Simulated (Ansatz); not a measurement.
# Step by step: VH2, relaxation of cell and atoms

Theory: Ansatz 0.2.0, DFT, PBEsol, PAW with Ansatz's default frozen-core files, scalar-relativistic.

Command: `ansatz run input.yaml --threads 1 --pin off --max-ram 6144MiB --backend cpu --events-out ev --progress --plain --runs-dir out` The run took 21 s on 1 thread of Intel(R) Xeon(R) Platinum 8488C (Sapphire Rapids) (shared host), peak memory 0.4 GiB.

```yaml
crystal:
  lattice:
    - [0.0, 2.1909921805, 2.1909921805]
    - [2.1909921805, 0.0, 2.1909921805]
    - [2.1909921805, 2.1909921805, 0.0]
  atoms:
    - { symbol: V, position: [0.0, 0.0, 0.0], spin: 1.5 }
    - { symbol: H, position: [0.25, 0.25, 0.25] }
    - { symbol: H, position: [0.75, 0.75, 0.75] }
magnetization:
  spin_polarized: true
kpoints:
  mp_grid: { grid: [13, 13, 13] }
scf:
  occupations: { method: fermi_dirac, width: 0.05 }
hamiltonian:
  xc: pbesol
  pseudopotentials: { kind: paw }
output:
  forces: true
  stress: true
  efg: { contact_densities: true }
relax:
  f_tol: 0.005
  max_steps: 80
  cell: {}
```

The run is spin-polarised from parallel moments and ends with 0.00 μB in the cell; other orders may lie lower.

The cell comes from COD entry 1538936, which wasn't checked; take it as a given geometry. The listed cell was then made from it by scaling, straining or moving an atom.

The cutoff is 420 eV; energies and pressures of the walk include the program's estimate of the Pulay term. The PAW files were made with PBE; their cores are remade for this functional.

Each frame lists the cell vectors (Å), then Cartesian positions (Å); symmetry keeps all forces zero. Free energies count from the first step, -2917.2228 eV.

The walk took 7 evaluations in all; steps that aren't listed are left out.

Step 1: E = 0.0 meV, P = -21.33 GPa

```
cell 0.0000 2.1910 2.1910 2.1910 0.0000 2.1910 2.1910 2.1910 0.0000
V     0.0000    0.0000    0.0000
H     1.0955    1.0955    1.0955
H     3.2865    3.2865    3.2865
```

Step 2: E = -228.9 meV, P = -0.44 GPa

```
cell 0.0000 2.0842 2.0842 2.0842 0.0000 2.0842 2.0842 2.0842 0.0000
V     0.0000    0.0000    0.0000
H     1.0421    1.0421    1.0421
H     3.1263    3.1263    3.1263
```

(1) How does the relaxation end?

Answers

(1) It converges, with a = 4.164 Å, b = 4.164 Å, c = 4.164 Å, α = 90.00°, β = 90.00°, γ = 90.00° (conventional cell, space group Fm-3m). The last solve (on a basis chosen afresh for the final cell, so its energy is not quite comparable) gives E = -225.3 meV, P = 0.00 GPa:
```
cell 0.0000 2.0822 2.0822 2.0822 0.0000 2.0822 2.0822 2.0822 0.0000
V     0.0000    0.0000    0.0000
H     1.0411    1.0411    1.0411
H     3.1234    3.1234    3.1234
```
